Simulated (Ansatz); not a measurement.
A scan (energy against volume; even scaling of the relaxed cell, symmetry kept) gave these values. These are r2SCAN (plane waves to 500 eV, PAW, scalar-relativistic; Ansatz, a quantum-chemistry and plane-wave program) values and carry that method's errors.

| Property | Value |
|---|---|
| Bulk modulus B₀ (third-order Birch-Murnaghan fit) | 74.8 GPa |
| Pressure derivative B₀′ (fit) | 6.0 |
| Equilibrium volume of the fit | 24.84 Å³/atom |

Question: Of these crystals, all scanned alike, which one is it?
A. CaB₆ (space group Pm-3m)
B. CsPbBr₃ (cubic perovskite)
C. PbSe (rock salt)
D. Hg₄Pt (space group Im-3m)

Answer: D, Hg₄Pt (space group Im-3m). The others have, for the bulk modulus: CaB6 154 GPa, CsPbBr3 21.1 GPa, PbSe 51.3 GPa

All were relaxed with their symmetry unable to fall. Hg4Pt is run without spin polarisation. Spin-orbit coupling is left out. This is a high-temperature form of CsPbBr3.

(Under strain, the slope of the energy per volume gives the stress and its curvature an elastic modulus.)
